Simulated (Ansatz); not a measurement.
B2O3:
```
B2O3
1.0
    4.34269     0.00000     0.00000
   -2.17135     3.76088     0.00000
    0.00000     0.00000     8.38895
B O
6 9
Direct
  0.77036   0.60264   0.77532
  0.39736   0.16771   0.10865
  0.83229   0.22964   0.44198
  0.60264   0.77036   0.22468
  0.16771   0.39736   0.89135
  0.22964   0.83229   0.55802
  0.14369   0.54573   0.46201
  0.45427   0.59796   0.79534
  0.40204   0.85631   0.12867
  0.54573   0.14369   0.53799
  0.59796   0.45427   0.20466
  0.85631   0.40204   0.87133
  0.00000   0.84016   0.66667
  0.15984   0.15984   0.00000
  0.84016   0.00000   0.33333
```

Relaxed with r²SCAN.

Question: Map the electron localisation function on the plane through (0.397, 0.168, 0.109) spanned by u = [1, 0, 0] and v = [0, 1, -1] in lattice vectors, from plane-wave PAW r²SCAN (Ansatz code).

Answer: x is the fraction of u, y of v (the angle between them is 103°; rows are the nearest grid lines); atoms in the plane: B at (0.00, 0.00), B at (0.77, 0.22), O at (0.46, 0.24).
```
|00133321000013677776200|
|23444321000000001221112|
|34443210001100000012233|
|22211013578886410000122|
|00001478888999851000000|
|00014788646999851000000|
|00014788888998620000000|
|00001468888852000011000|
|10000012220000024554321|
|21000000000011235777532|
|21000000012222223577642|
|10000002567765432345421|
|00000014688876542210000|
|88753124788754210001478|
|99876422455431000015899|
|88899710035542100158998|
|88886326999888742379998|
|65310268852379971027876|
|21000379853489950002332|
|21001589999886324788642|
|75200025664101489988887|
|86321000000015899878998|
|51112100000036899889985|
|00133321000013677776200|
```
Scale: ten equal steps from 0.003 (start of '0') to 0.889 (end of '9'), in the order '0123456789'; x runs from 0.000 to 1.00, y from 0.000 (bottom) to 1.00 (top).

The density is the valence pseudo-density with augmentation charge, so density and ELF within about 1 Å of a nucleus are not all-electron values.

Space group P3_121. The workflow started from a Materials Project entry (that database holds measured and hypothetical structures alike); the Crystallography Open Database files this formula in space group No. 152, but the cells were not matched. Whether it is the stable phase at ambient conditions was not checked. The r²SCAN relaxation kept the symmetry of its start; phonons on a q-mesh show no instability.

Potentials: the earlier of the program's two PAW sets.
